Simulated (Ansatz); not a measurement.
Ansatz 0.2.0, relaxation: RhPbCl$_{6}$

Input:

```yaml
crystal:
  lattice:
    - [3.199841, 5.542284, 0.0]
    - [-3.199841, 5.542284, 0.0]
    - [0.0, -3.694852, 5.732284]
  atoms:
    - { symbol: Pb, position: [0.5, 0.5, 0.5] }
    - { symbol: Rh, position: [0.0, 0.0, 0.0] }
    - { symbol: Cl, position: [0.239, 0.619, 0.76] }
    - { symbol: Cl, position: [0.902, 0.239, 0.76] }
    - { symbol: Cl, position: [0.619, 0.902, 0.76] }
    - { symbol: Cl, position: [0.761, 0.381, 0.24] }
    - { symbol: Cl, position: [0.098, 0.761, 0.24] }
    - { symbol: Cl, position: [0.381, 0.098, 0.24] }
  symmetry: { tolerance: 0.0003 }
kpoints:
  mp_grid: { grid: [4, 4, 4], shift: [0, 0, 0] }
magnetization:
  spin_polarized: false
scf:
  occupations: { method: fermi_dirac }
  lower_state_search: "off"
hamiltonian:
  pseudopotentials: { kind: paw }
  xc: r2scan
basis:
  ecutwfc: 500
  fft_grid_basis: typed
relax:
  max_steps: 60
  cell: { p_target: 20.0 }
  f_tol: 0.03
output:
  forces: true
  stress: true
  eigenvalues: true
  bader: true
  populations: true
  elf: true
  write_potential: true
  volumetric_format: npy
  dos:
    e_range: [-12, 8]
    de: 0.05
    projected: { site_lists: { Cl: [Cl], Pb: [Pb], Rh: [Rh] } }
checkpoint:
  read: saved_state
```

Run with:

```bash
ansatz run input.yaml --threads 2 --pin off --max-ram 2560MiB --backend cpu --events-out ev --progress --plain --runs-dir out
```

Origin of the cell: a known structure type with other elements, at an estimated volume, so it need not be a known compound.

The smearing width isn't typed, so it takes its default of 0.1 eV.

The saved state is a converged single point of the same cell.

Steps («new basis» is an SCF on plane waves selected anew at the same cell):

```
step  ΔH (meV/atom)  max force component (eV/Å)  P (GPa)  volume (Å³)  SCF iterations   step was
   1            0.0                       0.973     0.65       203.32               8   accepted
   2         -373.6                       0.972    10.99       175.22               8   accepted
   3         -589.7                       0.940    19.67       154.53               8   accepted
   4         -650.5                       0.455    21.98       145.94               8   accepted
   5         -660.8                       0.107    19.73       149.62               7   accepted
   6         -661.6                       0.035    19.91       149.17               6   accepted
   7         -661.7                       0.003    20.02       149.00               6   accepted
   8         -661.0                       0.003    20.02       149.00               8  new basis
```

Step 1, with forces in eV/Å:

```xyz
8
Lattice="3.200 5.542 0.000 -3.200 5.542 0.000 0.000 -3.695 5.732" Properties=species:S:1:pos:R:3:forces:R:3 pbc="T T T" step=1
Pb    0.000    3.695    2.866    0.000    0.000    0.000
Rh    0.000    0.000    0.000    0.000    0.000    0.000
Cl   -1.216    1.947    4.357   -0.760   -0.629    0.694
Cl    2.121    3.516    4.357    0.925   -0.344    0.694
Cl   -0.906    5.622    4.357   -0.164    0.973    0.694
Cl    1.216    5.443    1.376    0.760    0.629   -0.694
Cl   -2.121    3.874    1.376   -0.925    0.344   -0.694
Cl    0.906    1.768    1.376    0.164   -0.973   -0.694
```

Step 2, with forces in eV/Å:

```xyz
8
Lattice="3.046 5.275 0.000 -3.046 5.275 0.000 0.000 -3.517 5.453" Properties=species:S:1:pos:R:3:forces:R:3 pbc="T T T" step=2
Pb    0.000    3.517    2.727    0.000    0.000    0.000
Rh    0.000    0.000    0.000    0.000    0.000    0.000
Cl   -1.156    1.787    4.164    0.034   -0.972    0.234
Cl    2.076    3.381    4.164    0.825    0.516    0.234
Cl   -0.920    5.383    4.164   -0.859    0.456    0.234
Cl    1.156    5.247    1.289   -0.034    0.972   -0.234
Cl   -2.076    3.653    1.289   -0.825   -0.516   -0.234
Cl    0.920    1.651    1.289    0.859   -0.456   -0.234
```

Step 3, with forces in eV/Å:

```xyz
8
Lattice="2.908 5.038 0.000 -2.908 5.038 0.000 0.000 -3.358 5.273" Properties=species:S:1:pos:R:3:forces:R:3 pbc="T T T" step=3
Pb    0.000    3.358    2.637    0.000    0.000    0.000
Rh    0.000    0.000    0.000    0.000    0.000    0.000
Cl   -1.042    1.540    4.027    0.236   -0.940    0.080
Cl    2.096    3.365    4.027    0.696    0.675    0.080
Cl   -1.053    5.170    4.027   -0.932    0.265    0.080
Cl    1.042    5.176    1.246   -0.236    0.940   -0.080
Cl   -2.096    3.352    1.246   -0.696   -0.675   -0.080
Cl    1.053    1.547    1.246    0.932   -0.265   -0.080
```

Step 4, with forces in eV/Å:

```xyz
8
Lattice="2.833 4.907 0.000 -2.833 4.907 0.000 0.000 -3.271 5.249" Properties=species:S:1:pos:R:3:forces:R:3 pbc="T T T" step=4
Pb    0.000    3.271    2.625    0.000    0.000    0.000
Rh    0.000    0.000    0.000    0.000    0.000    0.000
Cl   -0.956    1.338    4.007   -0.455   -0.010    0.310
Cl    2.152    3.410    4.007    0.236   -0.390    0.310
Cl   -1.196    5.066    4.007    0.219    0.399    0.310
Cl    0.956    5.204    1.242    0.455    0.010   -0.310
Cl   -2.152    3.133    1.242   -0.236    0.390   -0.310
Cl    1.196    1.477    1.242   -0.219   -0.399   -0.310
```

Step 5, with forces in eV/Å:

```xyz
8
Lattice="2.872 4.975 0.000 -2.872 4.975 0.000 0.000 -3.317 5.236" Properties=species:S:1:pos:R:3:forces:R:3 pbc="T T T" step=5
Pb    0.000    3.317    2.618    0.000    0.000    0.000
Rh    0.000    0.000    0.000    0.000    0.000    0.000
Cl   -1.006    1.363    4.009    0.011   -0.107   -0.009
Cl    2.195    3.422    4.009    0.088    0.063   -0.009
Cl   -1.189    5.165    4.009   -0.098    0.044   -0.009
Cl    1.006    5.270    1.227   -0.011    0.107    0.009
Cl   -2.195    3.211    1.227   -0.088   -0.063    0.009
Cl    1.189    1.468    1.227    0.098   -0.044    0.009
```

Step 6, with forces in eV/Å:

```xyz
8
Lattice="2.870 4.970 0.000 -2.870 4.970 0.000 0.000 -3.314 5.229" Properties=species:S:1:pos:R:3:forces:R:3 pbc="T T T" step=6
Pb    0.000    3.314    2.614    0.000    0.000    0.000
Rh    0.000    0.000    0.000    0.000    0.000    0.000
Cl   -1.009    1.344    3.999    0.008   -0.006    0.035
Cl    2.211    3.425    3.999    0.001    0.010    0.035
Cl   -1.201    5.173    3.999   -0.009   -0.004    0.035
Cl    1.009    5.284    1.230   -0.008    0.006   -0.035
Cl   -2.211    3.203    1.230   -0.001   -0.010   -0.035
Cl    1.201    1.455    1.230    0.009    0.004   -0.035
```

Step 8, with forces in eV/Å:

```xyz
8
Lattice="2.870 4.972 0.000 -2.870 4.972 0.000 0.000 -3.314 5.220" Properties=species:S:1:pos:R:3:forces:R:3 pbc="T T T" step=8
Pb    0.000    3.314    2.610    0.000    0.000    0.000
Rh    0.000    0.000    0.000    0.000    0.000    0.000
Cl   -1.007    1.343    3.996    0.003   -0.001   -0.003
Cl    2.211    3.428    3.996   -0.001    0.003   -0.003
Cl   -1.204    5.172    3.996   -0.003   -0.002   -0.003
Cl    1.007    5.286    1.224   -0.003    0.001    0.003
Cl   -2.211    3.201    1.224    0.001   -0.003    0.003
Cl    1.204    1.457    1.224    0.003    0.002    0.003
```

```yaml
Enthalpy_lowered_by: 661.0 meV/atom
Volume_change: -26.72 %
Final_pressure: 20.02 GPa
Relaxation_steps_listed: 8
```

Caveats: no moments, though an odd count or open d shells may carry them; no spin-orbit coupling, though heavy elements are present; the k mesh is coarse if the cell is a metal; the relaxation held the start's symmetry, so the end may be a saddle point.

The run took 2.5 min on 2 threads of Arm Neoverse V1, with other jobs on the host, peak memory 1.1 GiB, from a saved density.
